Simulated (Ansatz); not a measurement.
Relaxed SnO (litharge type, space group P4/nmm):

```yaml
crystal:
  lattice:
    - [3.83710, 0.00000, 0.00000]
    - [0.00000, 3.83710, 0.00000]
    - [0.00000, 0.00000, 4.75861]
  atoms:
    - { symbol: Sn, position: [0.50000, 0.00000, 0.24344] }
    - { symbol: Sn, position: [0.00000, 0.50000, 0.75656] }
    - { symbol: O, position: [0.00000, 0.00000, 0.00000] }
    - { symbol: O, position: [0.50000, 0.50000, 0.00000] }
```

Scan: atom 3 (O, nearest neighbour Sn at 2.241 Å; its periodic images, 3.8 Å or more away, move with it) is displaced along Cartesian z, direction (0.000, 0.000, 1.000) in Cartesian axes, by s. The other atoms stay.

Method: PBE-D3(BJ) (plane waves to 420 eV, PAW, scalar-relativistic; Ansatz, a program for electronic structure). k mesh 10×10×8 (Γ-centred), Fermi-Dirac smearing 0.05 eV. The energy includes the smearing's −TS. With partly filled bands, energies and forces of such displacements shift with the k mesh and the smearing. At this level the bands of SnO touch or barely overlap; measurements give the solid a gap. SnO was relaxed with its symmetry unable to fall. ΔE is measured from the undisplaced structure. The last digit holds for this mesh only.

```csv
s (Å),ΔE (meV/cell)
-0.450,633.4
-0.360,416.2
-0.270,withheld
-0.180,107.5
-0.090,27.1
0.000,0.0
0.090,27.1
0.180,107.5
0.270,withheld
0.360,416.2
0.450,633.4
```

**Question.** Fit an even polynomial form (powers 2, 4) to the given rows and predict ΔE at s = -0.270.

**Answer.** Least squares on the 9 given rows: ΔE = (3358)·s² + (-1137)·s⁴, in meV/cell with s in Å; root-mean-square residual 0.07 meV/cell. At -0.270 the fit gives 238.8 meV/cell; the calculation gives 238.7 meV/cell, so the interpolation is off by 0.1 (+0.0 %). The quadratic term alone would give 244.8 meV/cell.

(A displaced cell: forces are minus the slopes of the energy, force constants its curvatures, and phonons follow from these.)
